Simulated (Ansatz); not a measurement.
SrSnP:
```xyz
6
Lattice="4.3769 0.0000 0.0000 0.0000 4.3769 0.0000 0.0000 0.0000 8.9884" Properties=species:S:1:pos:R:3 pbc="T T T"
Sr     0.0000     2.1884     5.9925
Sr     2.1884     0.0000     2.9959
Sn     2.1884     0.0000     8.5218
Sn     0.0000     2.1884     0.4666
P      0.0000     2.1884     2.9259
P      2.1884     0.0000     6.0625
```

Relaxed with r²SCAN.

Question: Which orbitals make up the states near the Fermi level in r²SCAN (plane waves, PAW; program Ansatz)?

Answer: Within 0.5 eV of the Fermi level: Sn 5p 46 %, P 3p 40 %, Sn 5s 5 %, outside the projected shells 7 %. Projections are on Löwdin-orthogonalised atomic valence shells; empty p or d shells of many metals are not among them.

Question: Tabulate the density of states.

Answer: States/eV per cell of 6 atoms, in 0.25 eV bins, energy from the Fermi level.

```tsv
E (eV)	total	P 3p	Sn 5p	Sn 5s
-7.85	1.22	0.07	0.27	0.49
-7.60	1.22	0.08	0.29	0.50
-7.35	1.21	0.09	0.29	0.52
-7.10	1.21	0.10	0.28	0.56
-6.85	1.26	0.12	0.27	0.61
-6.60	1.42	0.16	0.25	0.74
-6.35	1.74	0.23	0.23	0.98
-6.10	1.16	0.18	0.17	0.62
-5.85	0.91	0.17	0.13	0.47
-5.60	0.77	0.17	0.10	0.38
-5.35	0.70	0.19	0.08	0.33
-5.10	0.56	0.18	0.05	0.24
-4.85	0.19	0.06	0.02	0.08
-4.60	0.00	0.00	0.00	0.00
-4.35	0.00	0.00	0.00	0.00
-4.10	0.00	0.00	0.00	0.00
-3.85	0.46	0.07	0.38	0.00
-3.60	2.66	1.00	1.32	0.04
-3.35	4.56	1.96	2.00	0.07
-3.10	3.84	1.79	1.53	0.07
-2.85	2.78	1.32	1.07	0.08
-2.60	2.64	1.28	1.00	0.09
-2.35	4.50	2.49	1.39	0.16
-2.10	8.10	5.21	1.86	0.34
-1.85	8.96	6.38	1.73	0.19
-1.60	4.56	3.65	0.46	0.09
-1.35	3.01	2.36	0.30	0.10
-1.10	2.81	2.04	0.41	0.15
-0.85	2.18	1.54	0.42	0.05
-0.60	1.83	1.06	0.54	0.06
-0.35	1.57	0.76	0.60	0.07
-0.10	1.65	0.70	0.73	0.08
0.15	1.66	0.62	0.83	0.08
0.40	1.25	0.33	0.72	0.09
0.65	0.94	0.13	0.60	0.10
0.90	0.90	0.10	0.58	0.11
1.15	1.13	0.13	0.65	0.15
1.40	1.82	0.25	0.84	0.21
1.65	2.03	0.28	0.69	0.18
1.90	2.73	0.37	0.92	0.22
2.15	3.83	0.60	1.24	0.31
2.40	3.70	0.52	1.12	0.24
2.65	4.33	0.56	1.38	0.24
2.90	4.07	0.46	1.28	0.17
3.15	3.75	0.34	1.12	0.14
3.40	4.42	0.37	1.33	0.16
3.65	3.41	0.26	0.87	0.11
3.90	3.92	0.21	0.75	0.11
4.15	4.05	0.22	0.69	0.08
4.40	4.78	0.20	0.63	0.07
4.65	5.63	0.20	0.83	0.06
```

Space group P4/nmm. The workflow started from a Materials Project entry (that database holds measured and hypothetical structures alike); the Crystallography Open Database copy checked does not list it. Whether it is the stable phase at ambient conditions was not checked. Symmetry was held in the r²SCAN relaxation; its stability against distortions is not shown here. Scalar-relativistic: spin–orbit coupling is off unless named, which matters more the heavier the elements.

Potentials: the later of the program's two PAW sets.
